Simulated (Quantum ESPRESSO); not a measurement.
**An isovalent swap in NaCl**

Host, cell and atoms relaxed with PBE and no dispersion term (shieldings by PBE GIPAW on JTH datasets (Quantum ESPRESSO, modified build), 30 Ha, k-mesh 3×3×3 shifted, f-sum rule met within 0.004 %):

```tsv
site	site symmetry	σ_iso (ppm)
Na (atoms 1, 3, 5, 7)	m-3m	544
Cl (atoms 2, 4, 6, 8)	m-3m	977
```

Its cell: a = b = c = 5.680 Å, α = β = γ = 90.00°.

Changed cell (atom 1 is the new one; 30 Ha, k-mesh 3×3×3 shifted):

```
CELL_PARAMETERS angstrom
      5.58813     0.00000     0.00000
      0.00000     5.58813     0.00000
      0.00000     0.00000     5.58813
ATOMIC_POSITIONS crystal
  Li 0.00000 0.00000 0.00000
  Cl 0.50000 0.00000 0.00000
  Na 0.00000 0.50000 0.50000
  Cl 0.50000 0.50000 0.50000
  Na 0.50000 0.00000 0.50000
  Cl 0.00000 0.00000 0.50000
  Na 0.50000 0.50000 0.00000
  Cl 0.00000 0.50000 0.00000
```
The cell was made here from a computed Materials Project entry: one of 4 Na replaced by Li, cell and atoms relaxed (PBE without dispersion, pw.x of Quantum ESPRESSO, symmetry kept). The parent is NaCl in Fm-3m. The swapped cell is a model, not a known phase. Stability against distortions was not tested.

These are absolute shieldings with no macroscopic susceptibility term; δ = σ_ref − σ needs a reference computed alike. By our sweeps, such settings leave a few ppm in absolute σ. No d partial waves on Cl, Na: the paramagnetic term there is incompletely reconstructed. The structure is static (0 K, no zero-point motion).

**Question.** What do the sites of the changed cell show?

**Answer.** 
```tsv
site	distance to atom 1 (Å)	σ_iso (ppm)	change from the host	span Ω (ppm)
Li (atom 1)	–	82	–	0
Cl1 (atoms 2, 6, 8)	2.79	960	-18	3
Na (atoms 3, 5, 7)	3.95	539	-5	1
Cl2 (atom 4)	4.84	968	-9	0
```
Ω = σ33 − σ11 is nil on cubic sites and else less certain than σ_iso.
The swap repeats in every cell, so this is an ordered compound and not a dilute impurity.
